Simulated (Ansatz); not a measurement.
GaO:
```cif
data_Ga4O4
_chemical_formula_sum 'Ga4 O4'
_space_group_name_H-M_alt 'P63/mmc'
_space_group_IT_number 194
_space_group_name_Hall '-P 6c 2c'
_cell_length_a 3.10101
_cell_length_b 3.10101
_cell_length_c 12.68994
_cell_angle_alpha 90.000
_cell_angle_beta 90.000
_cell_angle_gamma 120.000
loop_
_atom_site_label
_atom_site_type_symbol
_atom_site_symmetry_multiplicity
_atom_site_Wyckoff_symbol
_atom_site_fract_x
_atom_site_fract_y
_atom_site_fract_z
_atom_site_occupancy
Ga1 Ga 4 f 0.33333 0.66667 0.15193 1
O1 O 4 f 0.66667 0.33333 0.09554 1
```

Relaxed with DFT-PBE+D3(BJ) in the program Ansatz with PAW potentials. Indices refer to the conventional cell of P6_3/mmc, a = b = 3.1010 Å, c = 12.6899 Å, α = β = 90.00°, γ = 120.00°.

### Question
Simulate the powder diffraction pattern (Cu Kα, λ = 1.54184 Å; lines above 1 %) up to 2θ = 90°.

### Answer
Simulated powder pattern, Cu Kα, λ = 1.54184 Å (kinematic, ideal powder, no thermal factors, no anomalous dispersion; the 30 strongest lines at most, above 1 %, up to 2θ = 90°):

```csv
2θ (°),d (Å),I/Imax (%),hkl
13.96,6.345,24,(0002)
28.13,3.172,72,(0004)
33.36,2.686,57,(1 0 -1 0)
34.13,2.627,100,(1 0 -1 1)
36.33,2.473,3.7,(1 0 -1 2)
42.75,2.115,11,(0006)
44.19,2.050,30,(1 0 -1 4)
49.41,1.845,77,(1 0 -1 5)
55.29,1.662,8.0,(1 0 -1 6)
59.63,1.551,38,(1 1 -2 0)
61.57,1.506,3.5,(1 1 -2 2)
61.74,1.503,11,(1 0 -1 7)
67.20,1.393,31,(1 1 -2 4)
70.08,1.343,5.6,(2 0 -2 0)
70.53,1.335,12,(2 0 -2 1)
74.82,1.269,3.1,(0 0 0 10)
76.12,1.250,13,(1 1 -2 6)
76.27,1.248,14,(1 0 -1 9)
77.13,1.237,5.0,(2 0 -2 4)
81.01,1.187,17,(2 0 -2 5)
84.43,1.147,3.4,(1 0 -1 10)
85.70,1.134,2.3,(2 0 -2 6)
```

The start of the workflow was typed in or built on a structure type; neither database checked (COD, Materials Project) lists it. Whether it is the stable phase at ambient conditions was not checked. Symmetry was held in the PBE+D3(BJ) relaxation; its stability against distortions is not shown here.

Potentials: the earlier of the program's two PAW sets.
